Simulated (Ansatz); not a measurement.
Relaxed ZnO (wurtzite):

```
ZnO
1.0
    3.27960     0.00000     0.00000
   -1.63980     2.84021     0.00000
    0.00000     0.00000     5.29330
Zn O
2 2
Direct
  0.66667   0.33333   0.00215
  0.33333   0.66667   0.50215
  0.66667   0.33333   0.62305
  0.33333   0.66667   0.12305
```

In each cell atom 3 (O, nearest neighbour Zn at 1.999 Å; its periodic images, 3.3 Å or more away, move with it) moves by s·(0.577, 0.577, 0.577) (along Cartesian [111]), the rest being held.

All values below come from PBE (plane waves to 420 eV, PAW, scalar-relativistic; Ansatz, a first-principles code). k mesh 9×9×5 (Γ-centred), Fermi-Dirac smearing 0.05 eV. E stands for the smeared free energy. ZnO was relaxed with its symmetry unable to fall. The zero of ΔE is the undisplaced structure.

| s (Å) | ΔE (meV/cell) |
|---|---|
| -0.400 | 663 |
| -0.320 | 423 |
| -0.240 | withheld |
| -0.160 | 105 |
| -0.080 | 26 |
| 0.000 | 0 |
| 0.080 | 26 |
| 0.160 | 103 |
| 0.240 | 230 |
| 0.320 | 403 |
| 0.400 | 618 |

**Question.** Fit a polynomial form (powers 2, 3, 4) to the given rows and predict ΔE at s = -0.240.

**Answer.** Least squares on the 10 given rows: ΔE = (4092)·s² + (-340.4)·s³ + (-555.3)·s⁴, in meV/cell with s in Å; root-mean-square residual 0.7 meV/cell. At -0.240 the fit gives 239 meV/cell; the calculation gives 238 meV/cell, so the interpolation is off by 1 (+0.4 %). The quadratic term alone would give 236 meV/cell.

(For displaced atoms, the force is minus the slope of the energy, and its curvature is a force constant, which sets phonon frequencies.)
